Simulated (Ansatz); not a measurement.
One crystal and one scan (scan of one atom of the cell) at two levels, PBE (plane waves to 420 eV, PAW, scalar-relativistic; Ansatz, a first-principles code) and r2SCAN (plane waves to 500 eV, PAW, scalar-relativistic; Ansatz), each from its own relaxed cell and on its own mesh. The cell shown is that of PBE.

Starting cell, InAs (zinc blende):

```xyz
4
Lattice="0.0000 6.1863 6.1863 3.0932 0.0000 3.0932 3.0932 3.0932 0.0000" Properties=species:S:1:pos:R:3 pbc="T T T"
As     4.6397     4.6397     4.6397
As     4.6397     7.7329     7.7329
In     0.0000     0.0000     0.0000
In     0.0000     3.0932     3.0932
```

Scan: atom 3 (In, nearest neighbour As at 2.679 Å; its periodic images, 4.4 Å or more away, move with it) is displaced along Cartesian x, direction (1.000, 0.000, 0.000) in Cartesian axes, by s. The other atoms stay.

The energy includes the smearing's −TS. InAs was relaxed with its symmetry unable to fall. With partly filled bands, energies and forces of such displacements shift with the k mesh and the smearing. Percentages come from the unrounded values.

Results of PBE:

| Quantity | Value |
|---|---|
| Lattice constant a (Å) | 6.186 |
| Band gap of the relaxed cell, no spin-orbit coupling (eV) | 0.00 |
| Force constant k = d²E/ds² at s = 0 (finite differences) (eV/Å²) | 6.94 |
| Shape of the curve | a single well with its minimum at or next to zero displacement |

Task: Estimate the r2SCAN values.

Result: 
```
quantity                                                          r2SCAN     PBE − r2SCAN
----------------------------------------------------------------  ------  ---------------
Lattice constant a (Å)                                             6.109  +0.077 (+1.3 %)
Band gap of the relaxed cell, no spin-orbit coupling (eV)           0.08            -0.08
Force constant k = d²E/ds² at s = 0 (finite differences) (eV/Å²)    7.78    -0.84 (-11 %)
```

PBE gives the higher value for: lattice constant a. PBE gives the lower value for: band gap of the relaxed cell, no spin-orbit coupling; force constant k = d²E/ds² at s = 0. (PBE) At this level the bands of InAs touch or barely overlap; measurements give the solid a gap. Both give the same shape of the curve: a single well with its minimum at or next to zero displacement.

(For displaced atoms, the force is minus the slope of the energy, and its curvature is a force constant, which sets phonon frequencies.)
